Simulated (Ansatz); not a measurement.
SiGe$_{3}$:
```cif
data_Ge3Si
_chemical_formula_sum 'Si1 Ge3'
_space_group_name_H-M_alt 'P 1'
_space_group_IT_number 1
_cell_length_a 3.96655
_cell_length_b 3.96655
_cell_length_c 5.59420
_cell_angle_alpha 90.000
_cell_angle_beta 90.000
_cell_angle_gamma 90.000
loop_
_space_group_symop_operation_xyz
  'x, y, z'
loop_
_atom_site_label
_atom_site_type_symbol
_atom_site_fract_x
_atom_site_fract_y
_atom_site_fract_z
_atom_site_occupancy
Si1 Si 0.00000 0.00000 0.00000 1
Ge1 Ge 0.50000 0.00000 0.24409 1
Ge2 Ge 0.50000 0.50000 0.50000 1
Ge3 Ge 0.00000 0.50000 0.75591 1
```

Relaxed with PBEsol.

Q: Decompose the optical modes at the zone centre into irreducible representations, and say which are infrared and Raman allowed.

A: Point group -42m: Γ_opt = A1 + 2B2 + 3E. Infrared: B2, E. Raman: A1, B2, E.

Q: Assign frequencies (DFPT, plane-wave PAW PBEsol (Ansatz code); without the LO–TO term).

A: E 82, A1 234, B2 266, E 277, E 389, B2 392 cm⁻¹.

Subscripts of B labels follow the axes of the standard setting.

Space group P-4m2. The start of the workflow was typed in or built on a structure type; neither database checked (COD, Materials Project) lists it. Whether it is the stable phase at ambient conditions was not checked. The cell was relaxed with PBEsol under the symmetry of its start; whether a distortion lowers the energy is not shown.

Potentials: the earlier of the program's two PAW sets. The files were generated under PBE; for other functionals the program regenerates the frozen cores, and for LDA and PBEsol the local potential too.
